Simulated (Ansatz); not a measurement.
TePb:
```xyz
2
Lattice="0.0000 3.2214 3.2214 3.2214 0.0000 3.2214 3.2214 3.2214 0.0000" Properties=species:S:1:pos:R:3 pbc="T T T"
Te     0.0000     0.0000     0.0000
Pb     3.2214     3.2214     3.2214
```

PBEsol (plane waves, PAW; program Ansatz) gives a gap of 0.65 eV without spin–orbit coupling, maximum at L, minimum at L.

Question: What happens when spin–orbit coupling is switched on?

Answer: The gap falls by 0.50 eV, to 0.15 eV; maximum on the K–Γ line, 51 % of the way from K, minimum at L.

Question: Give the electron effective mass with spin–orbit coupling.

Answer: 0.032, 0.032, 0.83 mₑ (principal values).

Question: Give the hole effective mass with spin–orbit coupling.

Answer: 0.048, 0.18, 3.0 mₑ (principal values).

Space group Fm-3m (rock salt). The cell was relaxed with PBEsol under the symmetry of its start.

Potentials: the later of the program's two PAW sets.
